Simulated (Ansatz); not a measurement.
Here is an unrelaxed guess for ZrF.

```cif
data_structure
_symmetry_space_group_name_H-M 'P 1'
_symmetry_Int_Tables_number 1
_cell_length_a 3.6010
_cell_length_b 3.6010
_cell_length_c 4.3213
_cell_angle_alpha 90.000
_cell_angle_beta 90.000
_cell_angle_gamma 90.000
_cell_volume 56.03
loop_
_atom_site_label
_atom_site_type_symbol
_atom_site_fract_x
_atom_site_fract_y
_atom_site_fract_z
_atom_site_occupancy
Zr1 Zr 0.00000 0.50000 0.18494 1
Zr2 Zr 0.50000 0.00000 0.81506 1
F1 F 0.00000 0.00000 0.50000 1
F2 F 0.50000 0.50000 0.50000 1
```

The calculation used Ansatz 0.2.0, DFT PBE, scalar-relativistic, plane waves, PAW. Settings: cutoff 420 eV, Γ-centred mesh 6×6×4 on the computed 4-atom cell, Gaussian smearing of 0.10 eV; no spin polarisation.

Energies over the elements count from the elements' standard structures at the same level (F₂ as a molecule), with no fitted energy shifts.

Q: How far from equilibrium is it?

A: The pressure is 22.8 GPa (the mean over three directions, positive in compression), the largest force is 1.65 eV/Å, and the energy is −1.60 eV/atom against the elements. The shortest distance is 2.26 Å.

Q: Is it a good guess?

A: A rough one: relaxing gains about 0.55 eV/atom (the start's value is from the coarse mesh, so the gain is rough) in 19 ionic steps and ends at −2.15 eV/atom on the finer mesh. The symmetry stays P4/nmm (No. 129). The end has the litharge type. The volume per atom grows by 11.0 %, from 14.0 to 15.6 Å³. The shortest distance goes from 2.26 Å (Zr–F) to 2.35 Å (Zr–F). The ratio c/a of the conventional cell changes by a factor of 1.33. Conventional cell: a = 3.395 Å, c = 5.400 Å. Around Zr lie 4 F at 2.35 Å; around F lie 4 Zr at 2.35 Å and 4 F at 2.40 Å.

The last run used a 14×14×10 mesh (in the run's order of axes) for its 4-atom cell and Gaussian smearing of 0.10 eV. The relaxation can't lower the symmetry of the start, and the grade says only how near the guess is to its own end. Symmetry constrained the relaxation, so the result can be a saddle point.
